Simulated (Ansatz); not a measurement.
Level: m-r2SCAN, no spin polarisation; 500 eV; 4×3×3 Γ-centred mesh; fermi-dirac occupations (width 0.0442 eV); Ansatz 0.2.0, fixed geometry.

Computed maps in the lattice plane spanned by b (left to right, 6.72 Å, 20 points from zero) and c (bottom to top, 7.83 Å, 24 points from zero), 93° apart, at height 0.402 along a. The fields are smooth PAW ones with compensation charges, not the true ones near nuclei.

Valence density. Digits on a logarithmic scale: 0 up to 0.03 e/Å³, each further digit a factor of 1.6, 9 from 1.3 e/Å³ up:
```
45666655544444445443
45677655544445689854
45666655544446999974
34555555554457999985
33344555554456999984
22344555544445899963
22455655443334566542
23567765433223444432
24678876432223445443
34678876543334566654
34677776544445677765
43566665555456788875
33345555555556788875
43233334555556788875
44332223455445677765
66543223445444455556
88764223455443334567
88875334566543223578
67875335666654323578
78875345654554323578
88764345632565323578
76654445654564323456
55555455666654322344
44566555555544333333
```

Question: The cell is FeSi$_{2}$S$_{4}$. Which atoms lie within 0.2 Å of this plane, and where (fractions of b and c)?

Answer: Fe at (0.79, 0.82), Si at (0.48, 0.13), S at (0.02, 0.21). The whole cell:
```yaml
crystal:
  lattice:
    - [5.58730, -0.83124, 0.42826]
    - [-0.02968, 6.67366, -0.82320]
    - [-2.29927, 0.55068, 7.46570]
  atoms:
    - { symbol: Fe, position: [0.40229, 0.78532, 0.82431] }
    - { symbol: Fe, position: [0.99994, 0.73815, 0.03100] }
    - { symbol: Si, position: [0.37213, 0.48418, 0.12656] }
    - { symbol: Si, position: [0.60151, 0.41797, 0.84637] }
    - { symbol: Si, position: [0.58878, 0.49848, 0.48151] }
    - { symbol: Si, position: [0.01205, 0.43575, 0.71405] }
    - { symbol: S, position: [0.84171, 0.86813, 0.33197] }
    - { symbol: S, position: [0.26843, 0.19458, 0.56866] }
    - { symbol: S, position: [0.43413, 0.02093, 0.21070] }
    - { symbol: S, position: [0.79826, 0.10382, 0.98395] }
    - { symbol: S, position: [0.29529, 0.78534, 0.44899] }
    - { symbol: S, position: [0.22975, 0.14580, 0.90057] }
    - { symbol: S, position: [0.86606, 0.27076, 0.33904] }
    - { symbol: S, position: [0.91062, 0.85924, 0.67887] }
```

Origin: a disordered cell, so it need not be a known compound. Caveats: no spin polarisation, so a magnetic state may lie lower; the k mesh is coarse if the cell is a metal; atoms or cell far from equilibrium; m-r2SCAN is r2SCAN with a changed spin dependence that lowers moments.
